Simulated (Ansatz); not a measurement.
Consider the following.

NbRu:
Space group P2/m (No. 10); a = 4.562 Å, b = 3.034 Å, c = 6.871 Å, α = 90.00°, β = 102.80°, γ = 90.00°

| atom | site | symmetry | x | y | z |
|---|---|---|---|---|---|
| Nb | 2m | m | 0.3088 | 0.0000 | 0.6767 |
| Nb | 1a | 2/m | 0.0000 | 0.0000 | 0.0000 |
| Ru | 1e | 2/m | 0.5000 | 0.5000 | 0.0000 |
| Ru | 2n | m | 0.2064 | 0.5000 | 0.3479 |

This is the PBEsol-relaxed structure.

All from PBEsol (plane waves, PAW; program Ansatz), unless another level is named. Predict the density of states at the Fermi level.

1.00 states/eV per atom (mean over ±0.08 eV).

Next, the formation energy from the elements (no fitted shifts)?

-0.19 eV/atom.

The start of the workflow was typed in or built on a structure type; neither database checked (COD, Materials Project) lists it. COD files the formula under space group No. 123, 221. Whether it is the stable phase at ambient conditions was not checked. Symmetry was held in the PBEsol relaxation; its stability against distortions is not shown here. The run is not spin-polarised. Axis ratios of metals converge slowly with the k-mesh, so a and c are less sure than the volume. The references are the lowest solids computed at this level, not always the standard phases. Spin–orbit coupling is left out wherever it is not named.

Potentials: the earlier of the program's two PAW sets. The files were generated under PBE; for other functionals the program regenerates the frozen cores, and for LDA and PBEsol the local potential too.
